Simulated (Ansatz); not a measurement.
GaCuBr₄:
```xyz
12
Lattice="5.7776 0.0000 0.0000 0.0000 5.7776 0.0000 0.0000 0.0000 10.6168" Properties=species:S:1:pos:R:3 pbc="T T T"
Ga     0.0000     2.8888     2.6542
Ga     2.8888     0.0000     7.9626
Cu     0.0000     0.0000     0.0000
Cu     0.0000     0.0000     5.3084
Br     1.3846     1.5307     1.3167
Br     1.5307     4.3930     9.3001
Br     4.3930     4.2470     1.3167
Br     4.2470     1.3846     9.3001
Br     1.3846     4.2470     3.9917
Br     1.5307     1.3846     6.6251
Br     4.3930     1.5307     3.9917
Br     4.2470     4.3930     6.6251
```

Relaxed with r²SCAN. Special points in fractions of this cell's reciprocal vectors: Γ (0.000, 0.000, 0.000); X (0.000, 0.500, 0.000); M (0.500, 0.500, 0.000); Z (0.000, 0.000, 0.500); R (0.000, 0.500, 0.500); A (0.500, 0.500, 0.500).

Problem. List the band energies nearest the valence-band maximum at these points for plane-wave PAW r²SCAN (Ansatz code).

Solution. In eV from the valence-band maximum; about four levels below and three above (degenerate sets whole), none deeper than 8.9 eV; points with the same levels are listed once.

```
k                          below                above
-  -----------------------------  -------------------
Γ  -0.27 -0.27 -0.12 -0.12 -0.05  2.01 2.68 4.20 4.20
X        -0.23 -0.23 -0.17 -0.13       2.84 2.95 4.64
M   -0.23 -0.23 -0.16 -0.16 0.00       2.48 2.48 3.84
Z        -0.21 -0.21 -0.19 -0.19  2.50 2.50 4.44 4.44
R        -0.30 -0.21 -0.20 -0.11       2.87 2.95 4.63
A        -0.21 -0.21 -0.14 -0.14  2.51 2.51 4.55 4.55
```

Space group P-42c. The workflow started from a Materials Project entry (that database holds measured and hypothetical structures alike); the Crystallography Open Database copy checked does not list it. Whether it is the stable phase at ambient conditions was not checked. The cell was relaxed with r²SCAN under the symmetry of its start; whether a distortion lowers the energy is not shown. The run is not spin-polarised. Scalar-relativistic: spin–orbit coupling is off unless named, which matters more the heavier the elements.

Potentials: the later of the program's two PAW sets.
